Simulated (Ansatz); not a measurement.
AgI:
```yaml
crystal:
  lattice:
    - [4.42024, 0.00000, 0.00000]
    - [-2.21012, 3.82804, 0.00000]
    - [0.00000, 0.00000, 6.40623]
  atoms:
    - { symbol: Ag, position: [0.00000, 0.00000, 0.00000] }
    - { symbol: Ag, position: [0.00000, 0.00000, 0.50000] }
    - { symbol: I, position: [0.33333, 0.66667, 0.25000] }
    - { symbol: I, position: [0.66667, 0.33333, 0.75000] }
```

x, y and z are the axes in which the lattice vectors are written.

Problem. Give the high-frequency dielectric tensor and the Born effective charge tensors of the independent atoms from DFPT, PBEsol in the plane-wave PAW code Ansatz.

Solution. 
ε∞:
```
8.36  0.00  0.00
0.00  8.36  0.00
0.00  0.00  8.27
```
Z* of atom 1 (Ag), rows: field, columns: displacement, in e:
```
1.70  0.00  0.00
0.00  1.70  0.00
0.00  0.00  1.61
```
Z* of atom 3 (I), rows: field, columns: displacement, in e:
```
-1.70   0.00   0.00
 0.00  -1.70   0.00
 0.00   0.00  -1.61
```

Space group P6_3/mmc (NiAs type). The start of the workflow was typed in or built on a structure type; neither database checked (COD, Materials Project) lists it. It is not the phase usual at ambient conditions (space group No. 186, 216). The cell was relaxed with PBEsol under the symmetry of its start; its stability against distortions is not shown here. No spin polarisation was allowed. Scalar-relativistic: spin–orbit coupling is off unless named, which matters more the heavier the elements.

Potentials: the later of the program's two PAW sets.
